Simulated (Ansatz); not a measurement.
ZnS (zinc blende), scan of one atom of the cell

Relaxed ZnS (zinc blende):

```yaml
crystal:
  lattice:
    - [0.00000, 2.72172, 2.72172]
    - [2.72172, 0.00000, 2.72172]
    - [2.72172, 2.72172, 0.00000]
  atoms:
    - { symbol: S, position: [0.75000, 0.75000, 0.75000] }
    - { symbol: Zn, position: [0.00000, 0.00000, 0.00000] }
```

Scan: atom 2 (Zn, nearest neighbour S at 2.357 Å; its periodic images, 3.8 Å or more away, move with it) is displaced along Cartesian [111], direction (0.577, 0.577, 0.577) in Cartesian axes, by s. The other atoms stay.

Level of theory: PBE (plane waves to 420 eV, PAW, scalar-relativistic; Ansatz, a first-principles code). k mesh 8×8×8 (Γ-centred), Fermi-Dirac smearing 0.05 eV. The energy includes the smearing's −TS. Compression counts positive. F∥ is the force on the atom along that direction. ZnS was relaxed with its symmetry unable to fall. The zero of ΔE is the undisplaced structure.

| s (Å) | ΔE (meV/cell) | P (GPa) | F∥ (eV/Å) |
|---|---|---|---|
| -0.470 | 1269 | 13.1 | 7.644 |
| -0.376 | 690 | 7.4 | 4.843 |
| -0.282 | 332 | 3.7 | 2.898 |
| -0.188 | 127 | 1.4 | 1.550 |
| -0.094 | 27 | 0.3 | 0.624 |
| 0.000 | 0 | 0.0 | 0.000 |
| 0.094 | 20 | 0.2 | -0.404 |
| 0.188 | 71 | 0.8 | -0.645 |
| 0.282 | 138 | 1.6 | -0.764 |
| 0.376 | 212 | 2.4 | -0.791 |
| 0.470 | 285 | 3.2 | -0.749 |

What the scan shows:

* **Energy at s = 0.470 Å**: 285 meV/cell
* **Force along the line at s = -0.470 Å**: 7.64 eV/Å
* **Symmetry of the curve**: not even: the negative side lies higher at ±0.470 Å
* **Shape of the curve**: a single well with its minimum at or next to zero displacement
* **Force constant k = d²E/ds² at s = 0 (finite differences)**: 5.35 eV/Å²
* **Harmonic estimate at the end of the scan**: ½ks² = 590 meV/cell against the computed 285 meV/cell, so the well is softer than harmonic there
* **Zone-centre optical wavenumber from k (transverse: no LO-TO term)**: 260 cm⁻¹

(For displaced atoms, the force is minus the slope of the energy, and its curvature is a force constant, which sets phonon frequencies.)
